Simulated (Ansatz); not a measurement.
Q: Mg3SnO (anti-perovskite, Pm-3m) is relaxed with PBE in the plane-wave PAW code Ansatz. What lattice parameters of the conventional cell result?

A: a = 4.391 Å.

Q: Is it a metal or does it have a gap at this level?

A: No gap at this level.

The start of the workflow was typed in or built on a structure type; neither database checked (COD, Materials Project) lists it. Its standing as an ambient phase is unchecked. The PBE relaxation kept the symmetry of its start; its stability against distortions is not shown here. Spin–orbit coupling is left out wherever it is not named.

Potentials: the later of the program's two PAW sets.
